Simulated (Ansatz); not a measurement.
LiBr:
```cif
data_BrLi
_chemical_formula_sum 'Li1 Br1'
_space_group_name_H-M_alt 'P 1'
_space_group_IT_number 1
_cell_length_a 3.82615
_cell_length_b 3.82615
_cell_length_c 3.82615
_cell_angle_alpha 60.000
_cell_angle_beta 60.000
_cell_angle_gamma 60.000
loop_
_space_group_symop_operation_xyz
  'x, y, z'
loop_
_atom_site_label
_atom_site_type_symbol
_atom_site_fract_x
_atom_site_fract_y
_atom_site_fract_z
_atom_site_occupancy
Li1 Li 0.00000 0.00000 0.00000 1
Br1 Br 0.50000 0.50000 0.50000 1
```

Relaxed with PBEsol.

Question: Give the optical modes at the zone centre with their infrared activity from DFPT, PBEsol in the plane-wave PAW code Ansatz.

Answer: Transverse frequencies, without the LO–TO term; a row sums one degenerate level.

```
ω (cm⁻¹)  degeneracy  IR ((D/Å)²/amu)  activity  symmetry
--------  ----------  ---------------  --------  --------
179                3            16.18        IR       T1u
```

Question: How high does the top mode go among those that the LO–TO term moves?

Answer: 337 cm⁻¹ for q along x.

Space group Fm-3m (rock salt). The cell was relaxed with PBEsol under the symmetry of its start; of distortions, only those at the zone centre were tested.

Potentials: the later of the program's two PAW sets.
